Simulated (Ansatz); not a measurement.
System: V (bcc type), 1 atom in the cell.

Method: PBE, all-electron LAPW, point nucleus in Ansatz.

k-mesh 12×12×12 Γ-centred; Fermi–Dirac smearing of 0.1 eV; no spin polarisation.

```xyz
1
Lattice="-1.4950 1.4950 1.4950 1.4950 -1.4950 1.4950 1.4950 1.4950 -1.4950" Properties=species:S:1:pos:R:3 pbc="T T T"
V     0.0000    0.0000    0.0000
```

(1) Would the cell expand or shrink if it were free to relax?

Answers

(1) The pressure is 1.48 GPa, so at these settings the cell is compressed and would expand.

The k-mesh is modest, so these values aren't fully converged in k.
